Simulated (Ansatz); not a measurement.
Ag: rigid cleavage

The calculation used DFT r2SCAN, scalar-relativistic, plane waves, PAW in Ansatz. The runs took a 500 eV cutoff, a Γ-centred 23×23×5 mesh and Gaussian smearing (0.15 eV). No spin polarisation. Energies are free energies at this smearing, counted from the undisturbed cell; pressure is positive in compression.

The starting cell (relaxed at this level; with this scan's settings it stands at -0.1 GPa; this form isn't the usual structure):

```yaml
crystal:
  lattice:
    - [-2.90370, 0.00000, 0.00000]
    - [-1.45185, -2.51467, 0.00000]
    - [0.00000, 0.00000, 14.24354]
  atoms:
    - { symbol: Ag, position: [0.33333, 0.33333, 0.74998] }
    - { symbol: Ag, position: [0.33333, 0.33333, 0.08332] }
    - { symbol: Ag, position: [0.33333, 0.33333, 0.41665] }
    - { symbol: Ag, position: [0.66667, 0.66667, 0.91665] }
    - { symbol: Ag, position: [0.66667, 0.66667, 0.24998] }
    - { symbol: Ag, position: [0.66667, 0.66667, 0.58332] }
```

The cut lies on the cell's a–b face, a (0 0 1) plane (indices in the standard cell, whose axes needn't be the Cartesian ones shown) of area 7.30 Å², between layers 2.37 Å apart. Vector c is lengthened by d along the normal with the atoms' Cartesian places fixed: one unrelaxed cut a cell. The cell is metallic on the mesh throughout.

Over the sampled range (-0.30 to 6.00), is the undisturbed cell the lowest point?

Yes, every other sampled point lies higher.

The scan:

```tsv
d (Å)	energy (J/m²)
-0.30	0.43
0.00	0.00
0.25	0.14
0.50	0.41
1.00	0.96
1.50	1.33
2.00	1.55
3.00	1.75
4.50	1.81
6.00	1.81
```

Cost: 10 runs of about 25 core-minutes in all, on Oxide Virtual Turin-like Processor (Zen 5) (shared hosts).